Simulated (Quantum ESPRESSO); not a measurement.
## Zr2TaO5F3 (one run as intended and one with a planted mistake)

Simulated, not a measurement. The program is pw.x of Quantum ESPRESSO 7.5 (plane-wave density functional theory). The cell is made up: 11 atoms on a rutile lattice with one site empty, with randomly drawn elements, strain and displacements, not relaxed. PseudoDojo standard norm-conserving files (v0.5 for PBE, v0.4.1 for LDA and PBEsol) set the functional; there is no spin polarisation, spin-orbit coupling or dispersion term, and the masses in the input are unused placeholders.

Intended input:

```
&control calculation='scf', pseudo_dir='./dojo.nc.sr.pbe.v0_5.standard.upf', outdir='./o', disk_io='low', tprnfor=.true., tstress=.true. /
&system ibrav=0, nat=11, ntyp=4, nbnd=50, ecutwfc=84.00895049, nosym=.true., tot_charge=0,
 occupations='smearing', smearing='fd', degauss=0.0018374661
/
&electrons conv_thr=7.350e-09, electron_maxstep=60, /
ATOMIC_SPECIES
F 1.0 F.upf
O 1.0 O.upf
Ta 1.0 Ta.upf
Zr 1.0 Zr.upf
CELL_PARAMETERS angstrom
4.9379 0.0 0.0
0.0 4.9379 0.0
0.0 0.0 6.5906
ATOMIC_POSITIONS angstrom
Zr -0.0755 0.0069 -0.0748
Zr 2.4977 2.567 1.6463
Ta 0.0858 0.054 3.2895
O 1.5039 1.5032 0.0061
F 3.4912 3.384 0.028
O 3.9495 1.0137 1.6324
F 0.9022 4.0013 1.5266
O 1.6034 1.4453 3.3836
O 3.4321 3.4701 3.2945
O 3.9145 0.892 5.0129
F 1.0376 4.0347 5.0272
K_POINTS automatic
5 5 4 1 1 1
```

The log is shortened where brackets say so; the opening notice, blank lines, dates and the lines on written files are dropped, and the path of the files is cut. It prints rydbergs, bohrs and kilobars, and counts compression as positive stress. Where no state is partly filled, the Fermi energy that it prints is only some level between the filled and the empty states on the mesh, and need not lie in the true gap.

Log of the intended run:

```
     Program PWSCF v.7.5
     Parallel version (MPI & OpenMP), running on       4 processor cores
     Number of MPI processes:                 4
     Threads/MPI process:                     1
     [start-up lines left out]
     bravais-lattice index     =            0
     lattice parameter (alat)  =       9.3313  a.u.
     unit-cell volume          =    1084.4415 (a.u.)^3
     number of atoms/cell      =           11
     number of atomic types    =            4
     number of electrons       =        88.00
     number of Kohn-Sham states=           50
     kinetic-energy cutoff     =      84.0090  Ry
     charge density cutoff     =     336.0358  Ry
     scf convergence threshold =      7.3E-09
     mixing beta               =       0.7000
     number of iterations used =            8  plain     mixing
     Exchange-correlation= PBE
                           (   1   4   3   4   0   0   0)
     [axes and pseudopotential details left out]
   Cartesian axes
     site n.     atom                  positions (alat units)
         1        Zr     tau(   1) = (  -0.0152899   0.0013974  -0.0151481  )
         2        Zr     tau(   2) = (   0.5058223   0.5198566   0.3334008  )
         3        Ta     tau(   3) = (   0.0173758   0.0109358   0.6661739  )
         4        O      tau(   4) = (   0.3045627   0.3044209   0.0012353  )
         5        F      tau(   5) = (   0.7070212   0.6853116   0.0056704  )
         6        O      tau(   6) = (   0.7998339   0.2052897   0.3305859  )
         7        F      tau(   7) = (   0.1827092   0.8103242   0.3091598  )
         8        O      tau(   8) = (   0.3247129   0.2926953   0.6852306  )
         9        O      tau(   9) = (   0.6950526   0.7027481   0.6671865  )
        10        O      tau(  10) = (   0.7927459   0.1806436   1.0151886  )
        11        F      tau(  11) = (   0.2101298   0.8170882   1.0180846  )
     number of k points=    50  Fermi-Dirac smearing, width (Ry)=  0.0018
                       cart. coord. in units 2pi/alat
        k(    1) = (   0.1000000   0.1000000   0.0936542), wk =   0.0400000
        k(    2) = (   0.1000000   0.1000000   0.2809627), wk =   0.0400000
     [further k points left out]
     Dense  grid:   112881 G-vectors     FFT dimensions: (  60,  60,  75)
     Estimated max dynamical RAM per process >     321.18 MB
     Estimated total dynamical RAM >       1.17 GB
     Initial potential from superposition of free atoms
     starting charge      87.9943, renormalised to      88.0000
     Starting wfcs are   62 randomized atomic wfcs
     total cpu time spent up to now is        8.8 secs
     per-process dynamical memory:   240.0 Mb
     Self-consistent Calculation
     iteration #  1     ecut=    84.01 Ry     beta= 0.70
     Davidson diagonalization with overlap
     ethr =  1.00E-02,  avg # of iterations =  2.0
     total cpu time spent up to now is       25.6 secs
     total energy              =    -644.10226236 Ry
     estimated scf accuracy    <       4.98633142 Ry
     iteration #  2     ecut=    84.01 Ry     beta= 0.70
     Davidson diagonalization with overlap
     ethr =  5.67E-03,  avg # of iterations =  6.2
     total cpu time spent up to now is       54.3 secs
     total energy              =    -639.20202904 Ry
     estimated scf accuracy    <      56.02281530 Ry
     [iterations 3 to 16 left out]
     iteration # 17     ecut=    84.01 Ry     beta= 0.70
     Davidson diagonalization with overlap
     ethr =  1.24E-10,  avg # of iterations =  2.2
     total cpu time spent up to now is      348.9 secs
     total energy              =    -646.88426395 Ry
     estimated scf accuracy    <       0.00000002 Ry
     iteration # 18     ecut=    84.01 Ry     beta= 0.70
     Davidson diagonalization with overlap
     ethr =  2.21E-11,  avg # of iterations =  5.0
     total cpu time spent up to now is      370.4 secs
     End of self-consistent calculation
     [lines on levels left out]
     the Fermi energy is     7.0459 ev
!    total energy              =    -646.88426395 Ry
     estimated scf accuracy    <          3.8E-09 Ry
     smearing contrib. (-TS)   =      -0.00000000 Ry
     internal energy E=F+TS    =    -646.88426395 Ry
     The total energy is F=E-TS. E is the sum of the following terms:
     one-electron contribution =    -250.22679893 Ry
     hartree contribution      =     164.34460120 Ry
     xc contribution           =    -143.79979676 Ry
     ewald contribution        =    -417.20226946 Ry
     convergence has been achieved in  18 iterations
     Forces acting on atoms (cartesian axes, Ry/au):
     atom    1 type  4   force =     0.01595346    0.20786582   -0.10395650
     atom    2 type  4   force =     0.00902793   -0.15743910    0.04634439
     atom    3 type  3   force =    -0.10873457    0.14616770    0.15152601
     atom    4 type  2   force =    -0.04384168   -0.02987873    0.10428880
     atom    5 type  1   force =     0.00404200    0.00642654    0.01723693
     atom    6 type  2   force =     0.05756182   -0.05439498    0.06094756
     atom    7 type  1   force =     0.01515031   -0.01849952    0.06398956
     atom    8 type  2   force =    -0.13108267   -0.09701153   -0.09554781
     atom    9 type  2   force =     0.09054205    0.07856181   -0.09013622
     atom   10 type  2   force =     0.11524247   -0.08736892   -0.09640528
     atom   11 type  1   force =    -0.02386112    0.00557090   -0.05828745
     Total force =     0.508485     Total SCF correction =     0.000234
     Computing stress (Cartesian axis) and pressure
          total   stress  (Ry/bohr**3)                   (kbar)     P=     -136.56
  -0.00096612  -0.00065252  -0.00019653         -142.12      -95.99      -28.91
  -0.00065252  -0.00082071  -0.00023365          -95.99     -120.73      -34.37
  -0.00019653  -0.00023365  -0.00099802          -28.91      -34.37     -146.81
     init_run     :      8.30s CPU      8.65s WALL (       1 calls)
     electrons    :    359.53s CPU    361.65s WALL (       1 calls)
     forces       :      3.07s CPU      3.10s WALL (       1 calls)
     stress       :     10.77s CPU     11.07s WALL (       1 calls)
     [timing details left out]
     PWSCF        :   6m21.91s CPU   6m24.79s WALL
     JOB DONE.
```

A second run has one planted mistake: the cell and the positions are scaled by a wrong factor. The input lines that differ, file-writing options aside:

```
- 4.9379 0.0 0.0
+ 5.0189 0.0 0.0
- 0.0 4.9379 0.0
+ 0.0 5.0189 0.0
- 0.0 0.0 6.5906
+ 0.0 0.0 6.6987
- Zr -0.0755 0.0069 -0.0748
+ Zr -0.0767 0.007 -0.076
- Zr 2.4977 2.567 1.6463
+ Zr 2.5387 2.6091 1.6733
- Ta 0.0858 0.054 3.2895
+ Ta 0.0872 0.0549 3.3434
- O 1.5039 1.5032 0.0061
+ O 1.5286 1.5279 0.0062
- F 3.4912 3.384 0.028
+ F 3.5485 3.4395 0.0285
- O 3.9495 1.0137 1.6324
+ O 4.0143 1.0303 1.6592
- F 0.9022 4.0013 1.5266
+ F 0.917 4.0669 1.5516
- O 1.6034 1.4453 3.3836
+ O 1.6297 1.469 3.4391
- O 3.4321 3.4701 3.2945
+ O 3.4884 3.527 3.3485
- O 3.9145 0.892 5.0129
+ O 3.9787 0.9066 5.0951
- F 1.0376 4.0347 5.0272
+ F 1.0546 4.1009 5.1096
```

Its log:

```
     Program PWSCF v.7.5
     Parallel version (MPI & OpenMP), running on       4 processor cores
     Number of MPI processes:                 4
     Threads/MPI process:                     1
     [start-up lines left out]
     bravais-lattice index     =            0
     lattice parameter (alat)  =       9.4843  a.u.
     unit-cell volume          =    1138.6866 (a.u.)^3
     number of atoms/cell      =           11
     number of atomic types    =            4
     number of electrons       =        88.00
     number of Kohn-Sham states=           50
     kinetic-energy cutoff     =      84.0090  Ry
     charge density cutoff     =     336.0358  Ry
     scf convergence threshold =      7.3E-09
     mixing beta               =       0.7000
     number of iterations used =            8  plain     mixing
     Exchange-correlation= PBE
                           (   1   4   3   4   0   0   0)
     [axes and pseudopotential details left out]
   Cartesian axes
     site n.     atom                  positions (alat units)
         1        Zr     tau(   1) = (  -0.0152822   0.0013947  -0.0151428  )
         2        Zr     tau(   2) = (   0.5058280   0.5198549   0.3333997  )
         3        Ta     tau(   3) = (   0.0173743   0.0109387   0.6661619  )
         4        O      tau(   4) = (   0.3045687   0.3044293   0.0012353  )
         5        F      tau(   5) = (   0.7070274   0.6853095   0.0056785  )
         6        O      tau(   6) = (   0.7998366   0.2052840   0.3305904  )
         7        F      tau(   7) = (   0.1827094   0.8103170   0.3091514  )
         8        O      tau(   8) = (   0.3247126   0.2926936   0.6852298  )
         9        O      tau(   9) = (   0.6950527   0.7027436   0.6671781  )
        10        O      tau(  10) = (   0.7927434   0.1806372   1.0151826  )
        11        F      tau(  11) = (   0.2101257   0.8170914   1.0180717  )
     number of k points=    50  Fermi-Dirac smearing, width (Ry)=  0.0018
                       cart. coord. in units 2pi/alat
        k(    1) = (   0.1000000   0.1000000   0.0936544), wk =   0.0400000
        k(    2) = (   0.1000000   0.1000000   0.2809631), wk =   0.0400000
     [further k points left out]
     Dense  grid:   118417 G-vectors     FFT dimensions: (  60,  60,  75)
     Estimated max dynamical RAM per process >     335.52 MB
     Estimated total dynamical RAM >       1.23 GB
     Initial potential from superposition of free atoms
     starting charge      87.9943, renormalised to      88.0000
     Starting wfcs are   62 randomized atomic wfcs
     total cpu time spent up to now is        9.2 secs
     per-process dynamical memory:   251.4 Mb
     Self-consistent Calculation
     iteration #  1     ecut=    84.01 Ry     beta= 0.70
     Davidson diagonalization with overlap
     ethr =  1.00E-02,  avg # of iterations =  2.0
     total cpu time spent up to now is       26.2 secs
     total energy              =    -643.87881097 Ry
     estimated scf accuracy    <       5.21790211 Ry
     iteration #  2     ecut=    84.01 Ry     beta= 0.70
     Davidson diagonalization with overlap
     ethr =  5.93E-03,  avg # of iterations =  6.2
     total cpu time spent up to now is       56.3 secs
     total energy              =    -638.76748723 Ry
     estimated scf accuracy    <      61.80913124 Ry
     [iterations 3 to 17 left out]
     iteration # 18     ecut=    84.01 Ry     beta= 0.70
     Davidson diagonalization with overlap
     ethr =  1.00E-10,  avg # of iterations =  2.8
     total cpu time spent up to now is      378.3 secs
     total energy              =    -646.82481328 Ry
     estimated scf accuracy    <       0.00000003 Ry
     iteration # 19     ecut=    84.01 Ry     beta= 0.70
     Davidson diagonalization with overlap
     ethr =  3.47E-11,  avg # of iterations =  5.1
     total cpu time spent up to now is      396.1 secs
     End of self-consistent calculation
     [lines on levels left out]
     the Fermi energy is     6.4544 ev
!    total energy              =    -646.82481328 Ry
     estimated scf accuracy    <          1.4E-09 Ry
     smearing contrib. (-TS)   =      -0.00000000 Ry
     internal energy E=F+TS    =    -646.82481328 Ry
     The total energy is F=E-TS. E is the sum of the following terms:
     one-electron contribution =    -260.31238834 Ry
     hartree contribution      =     167.44981189 Ry
     xc contribution           =    -143.49493530 Ry
     ewald contribution        =    -410.46730154 Ry
     convergence has been achieved in  19 iterations
     Forces acting on atoms (cartesian axes, Ry/au):
     atom    1 type  4   force =     0.01455080    0.19901128   -0.10560437
     atom    2 type  4   force =     0.01598033   -0.15145980    0.04190711
     atom    3 type  3   force =    -0.10279608    0.14481093    0.14425064
     atom    4 type  2   force =    -0.04562004   -0.03153795    0.10991327
     atom    5 type  1   force =     0.00646549    0.01192012    0.02977846
     atom    6 type  2   force =     0.05631193   -0.05285485    0.05615319
     atom    7 type  1   force =     0.01266030   -0.01433687    0.05751937
     atom    8 type  2   force =    -0.13442153   -0.10042279   -0.10031351
     atom    9 type  2   force =     0.08684504    0.07573350   -0.10098854
     atom   10 type  2   force =     0.12690755   -0.09885241   -0.08177918
     atom   11 type  1   force =    -0.03688379    0.01798884   -0.05083644
     Total force =     0.505779     Total SCF correction =     0.000095
     Computing stress (Cartesian axis) and pressure
          total   stress  (Ry/bohr**3)                   (kbar)     P=     -184.03
  -0.00126514  -0.00063477  -0.00020307         -186.11      -93.38      -29.87
  -0.00063477  -0.00111275  -0.00021178          -93.38     -163.69      -31.15
  -0.00020307  -0.00021178  -0.00137504          -29.87      -31.15     -202.28
     init_run     :      8.38s CPU      8.73s WALL (       1 calls)
     electrons    :    384.20s CPU    386.94s WALL (       1 calls)
     forces       :      2.84s CPU      2.87s WALL (       1 calls)
     stress       :     10.06s CPU     10.32s WALL (       1 calls)
     [timing details left out]
     PWSCF        :   6m46.03s CPU   6m49.49s WALL
     JOB DONE.
```

|  | intended run | run with the mistake |
| --- | --- | --- |
| free energy (eV) | -8801.309 | -8800.500 |
| smearing term -TS (eV) | 0.0000 | 0.0000 |
| pressure (GPa) | -13.66 | -18.40 |
| largest force component (eV/Å) | 5.344 | 5.117 |
| largest change of a force component (eV/Å) |  | 0.376 |
| iterations | 18 | 19 |

For scale, a rerun of the intended cell at a cutoff of 1467 eV and k mesh 7 x 7 x 6 moved values by no more than 0.004 eV in energy, 0.03 GPa in stress and 0.002 eV/Å in force.